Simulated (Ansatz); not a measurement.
ScAgSe$_{2}$:
```cif
data_AgScSe2
_chemical_formula_sum 'Sc1 Ag1 Se2'
_space_group_name_H-M_alt 'P 1'
_space_group_IT_number 1
_cell_length_a 3.89617
_cell_length_b 3.89617
_cell_length_c 6.62642
_cell_angle_alpha 90.000
_cell_angle_beta 90.000
_cell_angle_gamma 120.000
loop_
_space_group_symop_operation_xyz
  'x, y, z'
loop_
_atom_site_label
_atom_site_type_symbol
_atom_site_fract_x
_atom_site_fract_y
_atom_site_fract_z
_atom_site_occupancy
Sc1 Sc 0.00000 0.00000 0.00000 1
Ag1 Ag 0.00000 0.00000 0.50000 1
Se1 Se 0.33333 0.66667 0.23173 1
Se2 Se 0.66667 0.33333 0.76827 1
```

Relaxed with r²SCAN.

Problem. Which orbitals make up the states near the band edges in r²SCAN in the plane-wave PAW code Ansatz?

Solution. Top 1 eV of the valence band: Se 4p 68 %, Ag 4d 20 %, Sc 3d 8 %. Bottom 1 eV of the conduction band: Sc 3d 79 %, Se 4p 9 %. Projections are on Löwdin-orthogonalised atomic valence shells; empty p or d shells of many metals are not among them.

Problem. Tabulate the density of states.

Solution. States/eV per cell of 4 atoms, in 0.25 eV bins, energy from the valence-band maximum.

| E (eV) | total | Se 4p | Ag 4d | Sc 3d |
|---|---|---|---|---|
| -7.85 | 0.00 | 0.00 | 0.00 | 0.00 |
| -7.60 | 0.00 | 0.00 | 0.00 | 0.00 |
| -7.35 | 0.00 | 0.00 | 0.00 | 0.00 |
| -7.10 | 0.00 | 0.00 | 0.00 | 0.00 |
| -6.85 | 0.00 | 0.00 | 0.00 | 0.00 |
| -6.60 | 0.00 | 0.00 | 0.00 | 0.00 |
| -6.35 | 0.00 | 0.00 | 0.00 | 0.00 |
| -6.10 | 0.00 | 0.00 | 0.00 | 0.00 |
| -5.85 | 0.00 | 0.00 | 0.00 | 0.00 |
| -5.60 | 0.00 | 0.00 | 0.00 | 0.00 |
| -5.35 | 0.85 | 0.47 | 0.18 | 0.06 |
| -5.10 | 2.61 | 1.43 | 0.63 | 0.14 |
| -4.85 | 4.80 | 2.56 | 1.48 | 0.19 |
| -4.60 | 4.54 | 2.41 | 1.57 | 0.23 |
| -4.35 | 6.03 | 2.12 | 3.34 | 0.29 |
| -4.10 | 9.57 | 2.63 | 6.44 | 0.27 |
| -3.85 | 7.25 | 1.73 | 5.13 | 0.21 |
| -3.60 | 6.06 | 1.02 | 4.74 | 0.17 |
| -3.35 | 6.82 | 2.05 | 4.37 | 0.22 |
| -3.10 | 4.77 | 2.06 | 2.15 | 0.38 |
| -2.85 | 4.97 | 2.02 | 2.39 | 0.32 |
| -2.60 | 4.49 | 2.35 | 1.50 | 0.41 |
| -2.35 | 3.83 | 2.38 | 0.76 | 0.55 |
| -2.10 | 2.73 | 1.76 | 0.47 | 0.40 |
| -1.85 | 2.42 | 1.37 | 0.57 | 0.38 |
| -1.60 | 2.75 | 1.48 | 0.72 | 0.40 |
| -1.35 | 3.64 | 2.06 | 0.91 | 0.51 |
| -1.10 | 4.09 | 2.48 | 0.95 | 0.50 |
| -0.85 | 2.84 | 1.86 | 0.60 | 0.28 |
| -0.60 | 1.90 | 1.34 | 0.37 | 0.13 |
| -0.35 | 1.00 | 0.75 | 0.18 | 0.04 |
| -0.10 | 0.06 | 0.05 | 0.01 | 0.00 |
| 0.15 | 0.00 | 0.00 | 0.00 | 0.00 |
| 0.40 | 0.00 | 0.00 | 0.00 | 0.00 |
| 0.65 | 0.00 | 0.00 | 0.00 | 0.00 |
| 0.90 | 0.00 | 0.00 | 0.00 | 0.00 |
| 1.15 | 0.63 | 0.06 | 0.01 | 0.49 |
| 1.40 | 1.85 | 0.19 | 0.03 | 1.40 |
| 1.65 | 2.62 | 0.24 | 0.03 | 2.04 |
| 1.90 | 3.39 | 0.26 | 0.03 | 2.82 |
| 2.15 | 2.69 | 0.20 | 0.02 | 2.20 |
| 2.40 | 3.81 | 0.29 | 0.03 | 3.08 |
| 2.65 | 6.34 | 0.36 | 0.02 | 5.53 |
| 2.90 | 3.95 | 0.29 | 0.01 | 3.33 |
| 3.15 | 3.38 | 0.47 | 0.01 | 2.03 |
| 3.40 | 3.47 | 0.55 | 0.02 | 1.99 |
| 3.65 | 5.23 | 1.15 | 0.03 | 3.18 |
| 3.90 | 2.58 | 0.60 | 0.02 | 1.53 |
| 4.15 | 0.84 | 0.15 | 0.00 | 0.37 |
| 4.40 | 1.63 | 0.30 | 0.01 | 0.53 |
| 4.65 | 1.87 | 0.38 | 0.01 | 0.47 |
| 4.90 | 1.73 | 0.36 | 0.00 | 0.37 |
| 5.15 | 1.40 | 0.29 | 0.00 | 0.23 |
| 5.40 | 1.47 | 0.28 | 0.00 | 0.18 |
| 5.65 | 1.62 | 0.22 | 0.00 | 0.13 |

Space group P-3m1. The workflow started from a Materials Project entry (that database holds measured and hypothetical structures alike); the Crystallography Open Database copy checked does not list it. With Sc and Ag taken as one species the cell has the higher symmetry P6_3/mmc, so it may be an ordered model of a mixed-site phase. Its standing as an ambient phase is unchecked. Symmetry was held in the r²SCAN relaxation; whether a distortion lowers the energy is not shown. No spin polarisation was allowed. Spin–orbit coupling is left out wherever it is not named.

Potentials: the later of the program's two PAW sets.
